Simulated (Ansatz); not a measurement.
**Rb (diamond type) under strong compression**

```yaml
crystal:
  lattice:
    - [0.00000, 5.06744, 5.06744]
    - [5.06744, 0.00000, 5.06744]
    - [5.06744, 5.06744, 0.00000]
  atoms:
    - { symbol: Rb, position: [0.87500, 0.87500, 0.87500] }
    - { symbol: Rb, position: [0.12500, 0.12500, 0.12500] }
```

The cell comes from a relaxation on PAW files under the same functional, begun from a prototype that needn't be the stable phase.

Its volume is scaled at fixed shape and fractional positions.

All numbers are PBEsol results (scalar-relativistic) from Ansatz 0.2.0, with a Γ-centred 8×8×8 k mesh, Fermi–Dirac smearing of 0.05 eV, no spin polarisation. Methods: LAPW: all electrons, basis error target 1 meV/atom; PAW: frozen-core files, cutoff 420 eV; crystal datasets: all electrons, by PAW datasets that the program makes for each cell; norm-conserving: pseudopotentials, cutoff 626 eV; PAW (cutoff 300 eV): frozen-core files, cutoff 300 eV.

Energies are extrapolated to zero smearing and count from the unscaled cell; pressure is positive in compression; gaps take the mesh and a band path. No temperature or zero-point motion is included.

The PAW files were made under PBE.

```csv
V/V0,V (Å³/atom),P LAPW (GPa),ΔE LAPW (eV/atom),P PAW − LAPW (GPa),ΔE PAW − LAPW (meV/atom)
1.00,130.13,0.01,0.000,0.00,0.0
0.90,117.11,?,?,?,?
0.80,104.10,0.35,0.025,0.00,0.0
0.70,91.09,0.68,0.065,0.00,0.0
0.60,78.08,1.22,0.140,0.00,0.0
0.50,65.06,2.15,0.274,0.00,0.0
0.40,52.05,3.91,0.510,0.00,-0.1
```

Problem. Fit the Vinet equation to the LAPW pressures shown (residuals weighted by 1/(|P| + 0.03·Pmax)), and predict the pressure of the withheld row.

Solution. The fit gives V0 = 130.85 Å³/atom, B0 = 1.04 GPa and B0′ = 3.36. At 117.11 Å³/atom, x = (V/V0)^(1/3) = 0.9637, and P = 3·B0·(1 − x)/x²·exp[1.5·(B0′ − 1)·(1 − x)] = 0.14 GPa. The run itself gave 0.14 GPa (-1.0 % off) and ΔE = 0.006 eV/atom.

Problem. From the table, what is the rise of the enthalpy H = E + pV up to the last row, and how stiff is the crystal between the last two rows?

Solution. ΔH = 0.510 eV + (3.91 GPa × 52.05 Å³ − 0.01 GPa × 130.13 Å³) × 0.006242 eV/(GPa·Å³) = 1.78 eV/atom, of which pV makes 71 %. The mean bulk modulus there is −ΔP/Δln V = 7.92 GPa.

Problem. At the smallest volume, how far do crystal datasets and norm-conserving and PAW (cutoff 300 eV) lie from LAPW in pressure?

Solution. crystal datasets: 0.00 GPa; norm-conserving: +0.01 GPa; PAW (cutoff 300 eV): 0.00 GPa, on a LAPW pressure of 3.91 GPa.
